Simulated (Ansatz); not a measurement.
Computed with DFT PBE, scalar-relativistic, plane waves, PAW in Ansatz. All cells share a 420 eV cutoff and Γ-centred k meshes spaced at most about 0.3 Å⁻¹ (2π included). No spin polarisation in the final relaxations.

These are static total energies at zero pressure.

Two relaxed structures of Cd3HgSe4:

A. Space group I-42m (No. 121), tetragonal, a = 6.212 Å, c = 12.426 Å. Around Cd on a site of symmetry -42m lie 4 Se at 2.68 Å; around Cd on a site of symmetry -4 lie 4 Se at 2.68 Å; Hg is surrounded by 4 Se at 2.71 Å; around Se lie 3 Cd at 2.68 Å and 1 Hg at 2.71 Å.

B. Space group P-4m2 (No. 115), tetragonal, a = 4.398 Å, c = 12.393 Å. Cd on a site of symmetry -4m2 is surrounded by 4 Se at 2.68 Å; Cd on a site of symmetry 2mm has 4 Se at 2.68 Å; Hg is surrounded by 4 Se at 2.71 Å; Se on its first site has 4 Cd at 2.68 Å; Se on its second site is surrounded by 2 Cd at 2.68 Å and 2 Hg at 2.71 Å.

Question: Which arrangement of the elements on these sites is preferred, and by what margin?

Answer: They are level within the accuracy (under 1 meV/atom apart). The two share one framework of sites and differ in which element sits where. A has Cd and Hg ordered on zinc blende sites, space group I-42m (No. 121), 30.0 Å³/atom and a gap of 0.11 eV on its mesh; B has Cd and Hg ordered on zinc blende sites, space group P-4m2 (No. 115), 30.0 Å³/atom and a gap of 0.09 eV. Counting Se atoms around Cd and Hg (those within 1.25 times the shortest such distance or 1.15 times the sum of covalent radii, 1.27 where that leaves under three), A and B both have Cd 4, Hg 4. Both come from invented guesses.

Spin–orbit coupling, which can matter for Hg, is left out. Kohn–Sham gaps at this level usually fall short of measured ones. The missing spin–orbit coupling can work the other way here. Cells relaxed within their symmetry can be saddle points.
